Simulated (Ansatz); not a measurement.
RuS$_{2}$ in space group Pa-3 (No. 205; Ru on 4a, S on 8c), plane-wave PAW r²SCAN (Ansatz code). The conduction-band minimum lies at Γ, with 1 equivalent valley. Second derivatives d²E/dk² of the lowest band at one valley (eV·Å²), along Cartesian directions:

```tsv
direction	d²E/dk²
[100]	20.75
[010]	20.75
[001]	20.75
[110]	20.75
[101]	20.75
[011]	20.75
```

Task: Find the principal effective masses, the density-of-states mass and the conductivity mass.

Result: Off-diagonal terms follow from H_xy = H[110] − (H_xx + H_yy)/2, and m*/mₑ = 7.620 eV·Å² over each eigenvalue: 0.37, 0.37, 0.37. One valley's DOS mass (m₁m₂m₃)^(1/3) = 0.37, conductivity mass 3/(Σ 1/mᵢ) = 0.37 mₑ.

Task: What effective density of states Nc follows at 300 K for parabolic valleys?

Result: Nc = 2.509e19 × 1 × (0.37)^(3/2) ≈ 5.6e18 cm⁻³.

Task: With the computed static dielectric constant 17.5 (mean of the diagonal), estimate a hydrogenic donor's binding energy and radius.

Result: E = 13.606 eV × 0.37/17.5² ≈ 16 meV; a = 0.529 Å × ε/m* ≈ 25 Å. Semilocal masses tend to be too small where the gap is.

Symmetry was held in the r²SCAN relaxation; phonons on a q-mesh show no instability. The run is not spin-polarised. Scalar-relativistic: spin–orbit coupling is off unless named, which matters more the heavier the elements.

Potentials: the later of the program's two PAW sets.
